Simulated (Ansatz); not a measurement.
Cu (fcc (Cu type), Fm-3m) under volume change, DFT-r²SCAN in the program Ansatz with PAW potentials, scaled uniformly.

```
V (Å³/atom)  E − E(relaxed) (meV/atom)  P (GPa)
-----------  -------------------------  -------
10.429                            56.9    19.42
10.773                            23.7    11.76
11.117                               ?        ?
11.461                             0.0     0.00
11.805                             4.9    -4.47
12.148                               ?        ?
12.492                            39.7   -11.29
```

**Question.** Complete the blanks.

**Answer.** 
- 11.117, E − E(relaxed) (meV/atom): 5.6
- 11.117, P (GPa): 5.35
- 12.148, E − E(relaxed) (meV/atom): 18.7
- 12.148, P (GPa): -8.20

**Question.** What does a third-order Birch–Murnaghan fit give for V₀, B₀ and B′?

**Answer.** V₀ = 11.46 Å³/atom, B₀ = 163 GPa, B′ = 5.0.

Symmetry was held in the r²SCAN relaxation. The run is not spin-polarised.

Potentials: the earlier of the program's two PAW sets.
